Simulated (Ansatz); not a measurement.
## What a trial cell of Ho3O relaxes into

Method: Ansatz, DFT PBE, scalar-relativistic, plane waves, PAW, and for the lanthanide a 4f-in-core norm-conserving potential. Cutoff 690 eV, Gaussian smearing, Γ-centred meshes. Cell and atoms relax first on a coarse mesh and then on a finer one. In between, the cell is made exact in the group found at 0.06 Å. In metals the finer mesh still leaves noise of several meV/atom or more. The steps can't lower the symmetry of their start. No spin polarisation.

The guess for Ho3O was made by a generator: random cell by space group and Wyckoff sites (P6/mmm, No. 191). The dimensions are guesses.

```cif
data_structure
_symmetry_space_group_name_H-M 'P 1'
_symmetry_Int_Tables_number 1
_cell_length_a 4.5426
_cell_length_b 4.5426
_cell_length_c 7.3749
_cell_angle_alpha 90.000
_cell_angle_beta 90.000
_cell_angle_gamma 120.000
_cell_volume 131.79
loop_
_atom_site_label
_atom_site_type_symbol
_atom_site_fract_x
_atom_site_fract_y
_atom_site_fract_z
_atom_site_occupancy
Ho1 Ho 0.33333 0.66667 0.00000 1
Ho2 Ho 0.66667 0.33333 0.00000 1
Ho3 Ho 0.00000 0.00000 0.00000 1
O1 O 0.00000 0.00000 0.50000 1
```

The zero of energy is the elements' standard structures at the same level (O₂ as a molecule); no fitted shifts are applied.

Question: What does it relax into?

Answer: The symmetry stays P6/mmm (No. 191). The volume per atom grows by 0.5 %, from 32.9 to 33.1 Å³. The shortest distance goes from 2.62 Å (Ho–Ho) to 2.07 Å (Ho–O). The ratio c/a of the conventional cell changes by a factor of 0.42. The energy falls by about 3.2 eV/atom (the start's value is from the coarse mesh). Conventional cell: a = 6.073 Å, c = 4.148 Å. Ho on a site of symmetry -6m2 has 6 Ho at 3.51 Å, 6 O at 4.07 Å and 2 Ho at 4.15 Å; Ho on a site of symmetry 6/mmm is surrounded by 2 O at 2.07 Å, 6 Ho at 3.51 Å and 2 Ho at 4.15 Å; around O lie 2 Ho at 2.07 Å and 12 Ho at 4.07 Å.

```cif
data_structure
_symmetry_space_group_name_H-M 'P 1'
_symmetry_Int_Tables_number 1
_cell_length_a 6.0726
_cell_length_b 6.0726
_cell_length_c 4.1477
_cell_angle_alpha 90.000
_cell_angle_beta 90.000
_cell_angle_gamma 120.000
_cell_volume 132.46
loop_
_atom_site_label
_atom_site_type_symbol
_atom_site_fract_x
_atom_site_fract_y
_atom_site_fract_z
_atom_site_occupancy
Ho1 Ho 0.33333 0.66667 0.00000 1
Ho2 Ho 0.66667 0.33333 0.00000 1
Ho3 Ho 0.00000 0.00000 0.00000 1
O1 O 0.00000 0.00000 0.50000 1
```

Question: How does it come out in energy, and is it a metal?

Answer: The formation energy is −0.29 eV/atom and the gap on the 12×12×12 mesh of the 4-atom cell is 0 eV (a metal).

A negative formation energy is needed for stability but isn't enough: competing phases decide.

The last run used Gaussian smearing of 0.10 eV. An odd number of valence electrons (the lanthanide is held trivalent, its 4f shell in the core) allows no gap without spin; another valence of the lanthanide, a larger cell or a magnetic state could open one. The cell is a metal run without spin; a magnetic state may lie lower. Symmetry constrained the relaxation, so the result can be a saddle point. In all, the 3 runs took 13 min on 1 thread of Intel(R) Xeon(R) Processor @ 2.50GHz (Skylake/Cascade Lake) (shared host).

The lanthanide is trivalent by construction, without f bands, f moments or other valences. The reference runs of the other elements, and any phases without the lanthanide, used 420 eV, which shifts energies against them by under 10 meV/atom. The lanthanide's reference is the lowest of its hcp, dhcp and fcc cells.
